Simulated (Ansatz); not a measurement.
# Rb4P2H: reading a single point

```
CELL_PARAMETERS angstrom
2.84477 4.92729 0.00000
-2.84477 4.92729 0.00000
0.00000 -3.28486 9.02174
ATOMIC_POSITIONS crystal
Rb 0.38910 0.38910 0.16730
Rb 0.61090 0.61090 0.83270
H 0.00000 0.00000 0.00000
P 0.08830 0.08830 0.26490
P 0.91170 0.91170 0.73510
Rb 0.20800 0.20800 0.62400
Rb 0.79200 0.79200 0.37600
```

Level: r2SCAN, no spin polarisation; 500 eV; 7×7×7 Γ-centred mesh; fermi-dirac occupations (width 0.1 eV); Ansatz 0.2.0, fixed geometry.

(1) Which element gives electrons and which takes them?

(2) Where is the largest force?

(3) What is the formation energy?

(4) Is the cell too large or too small?

(5) What happens at the Fermi level?

Origin: a known structure type with other elements, at an estimated volume, so it need not be a known compound. Caveats: many states at the Fermi level without spin polarisation, so a magnetic state may lie lower; the Fermi level lies in a narrow band between gaps, which spin or distortion may split.

Results:

(1) Bader charges in e: Rb +0.70 to +0.75, P -1.35, H -0.22. In the mean Rb gives up most and P takes most.

(2) The largest is on P4 (and as large on other atoms): 1.21 eV/Å, components (0.00, 0.00, -1.21). It makes 0° with the line to a nearest neighbour, H3 at 2.39 Å, pointing towards it.

(3) 0.01 eV an atom against the elements' usual phases (free molecules for gases, crystals otherwise, with no correction for O₂ or N₂), too near zero to call. Relaxing would lower it.

(4) The pressure is -0.3 GPa (compression positive), so with the atoms held at these fractions the cell is close to zero pressure; the forces are large, so a full relaxation may end otherwise. The principal stresses -2.2, 0.7, 0.7 GPa differ, so its shape would change too.

(5) It is a metal, with about 8.6 states/eV a cell as the mean within 0.25 eV of the Fermi level, mostly P p (93 %).
